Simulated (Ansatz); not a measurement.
Data:

LaBi (rock salt)

Space group Fm-3m (No. 225); a = b = c = 6.662 Å, α = β = γ = 90.00°

| atom | site | symmetry | x | y | z |
|---|---|---|---|---|---|
| La | 4b | m-3m | 0.5000 | 0.5000 | 0.5000 |
| Bi | 4a | m-3m | 0.0000 | 0.0000 | 0.0000 |
(The calculation used a cell of 2 atoms; values per cell refer to that cell.)

The volume is varied about the relaxed value V₀ at fixed cell shape. Symmetry pins the atoms to their sites.

The numbers are results of r2SCAN (plane waves to 500 eV, PAW, scalar-relativistic; Ansatz, a program for electronic structure), not measurements. k mesh 12×12×12 (Γ-centred), Fermi-Dirac smearing 0.05 eV. The energy includes the smearing's −TS. Compression counts positive. LaBi is run without spin polarisation. LaBi was relaxed with its symmetry unable to fall. Spin-orbit coupling is left out, though Bi is heavy. The zero of ΔE is the relaxed starting cell.

The scan covers V/V₀ from 0.900 to 1.100 in 9 points.

Q: What pressure does the cell carry at V/V₀ = 0.900?

A: 6.6 GPa.

Q: What is ΔE at V/V₀ = 0.900?

A: 70 meV/atom.

(Under strain, the slope of the energy per volume gives the stress and its curvature an elastic modulus.)
